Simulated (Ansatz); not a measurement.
GeMo2C:
```
CELL_PARAMETERS angstrom
      3.13277     0.00000     0.00000
     -1.56639     2.71306     0.00000
      0.00000     0.00000    12.64109
ATOMIC_POSITIONS crystal
  Ge 0.66667 0.33333 0.25000
  Ge 0.33333 0.66667 0.75000
  Mo 0.66667 0.33333 0.91094
  Mo 0.33333 0.66667 0.08906
  Mo 0.33333 0.66667 0.41094
  Mo 0.66667 0.33333 0.58906
  C  0.00000 0.00000 0.00000
  C  0.00000 0.00000 0.50000
```

Relaxed with PBE.

Q: Which orbitals make up the states near the Fermi level in DFT-PBE in the program Ansatz with PAW potentials?

A: Within 0.5 eV of the Fermi level: Mo 4d 81 %, Ge 4p 10 %. Projections are on Löwdin-orthogonalised atomic valence shells; empty p or d shells of many metals are not among them.

Q: Tabulate the density of states.

A: States/eV per cell of 8 atoms, in 0.25 eV bins, energy from the Fermi level.

```csv
E (eV),total,Mo 4d,C 2p,Ge 4p
-7.85,0.63,0.18,0.01,0.01
-7.60,0.05,0.02,0.01,0.01
-7.35,0.26,0.09,0.08,0.03
-7.10,0.92,0.37,0.29,0.11
-6.85,3.23,1.32,1.16,0.23
-6.60,4.42,1.79,1.64,0.30
-6.35,4.97,1.98,1.99,0.26
-6.10,2.46,1.02,1.02,0.10
-5.85,2.57,1.20,1.06,0.07
-5.60,5.55,2.52,2.33,0.22
-5.35,7.03,3.37,2.95,0.34
-5.10,14.48,6.77,6.65,0.56
-4.85,2.62,1.06,1.13,0.31
-4.60,1.63,0.64,0.26,0.62
-4.35,2.98,1.32,0.32,1.13
-4.10,5.79,3.86,0.31,1.32
-3.85,6.52,4.51,0.20,1.53
-3.60,4.19,2.52,0.19,1.24
-3.35,7.25,3.65,0.49,2.55
-3.10,9.05,4.60,0.60,3.15
-2.85,3.54,2.60,0.14,0.64
-2.60,2.07,1.72,0.04,0.23
-2.35,1.98,1.66,0.03,0.23
-2.10,2.40,2.02,0.04,0.27
-1.85,3.77,3.20,0.08,0.40
-1.60,4.57,3.75,0.13,0.58
-1.35,2.97,2.27,0.14,0.44
-1.10,3.15,2.37,0.19,0.43
-0.85,4.26,3.42,0.19,0.48
-0.60,5.12,4.22,0.20,0.50
-0.35,4.34,3.45,0.20,0.48
-0.10,4.38,3.47,0.21,0.48
0.15,4.69,3.72,0.25,0.47
0.40,6.74,5.57,0.32,0.49
0.65,6.55,5.65,0.30,0.34
0.90,7.72,6.74,0.28,0.45
1.15,6.08,4.96,0.38,0.47
1.40,5.46,4.02,0.41,0.69
1.65,4.81,3.31,0.34,0.81
1.90,4.91,3.21,0.37,0.89
2.15,5.86,3.60,0.53,0.94
2.40,5.11,3.04,0.49,0.91
2.65,4.07,2.05,0.65,0.82
2.90,3.61,1.72,0.64,0.69
3.15,4.28,2.06,0.77,0.71
3.40,4.06,1.94,0.75,0.63
3.65,6.50,2.97,1.40,1.07
3.90,5.40,2.29,1.28,0.97
4.15,5.46,2.30,1.25,0.99
4.40,3.70,1.46,0.72,0.75
4.65,3.57,1.28,0.63,0.64
```

Space group P6_3/mmc. The start of the workflow was typed in or built on a structure type; neither database checked (COD, Materials Project) lists it. Whether it is the stable phase at ambient conditions was not checked. The cell was relaxed with PBE under the symmetry of its start; its stability against distortions is not shown here. The run is not spin-polarised. Scalar-relativistic: spin–orbit coupling is off unless named, which matters more the heavier the elements.

Potentials: the earlier of the program's two PAW sets.
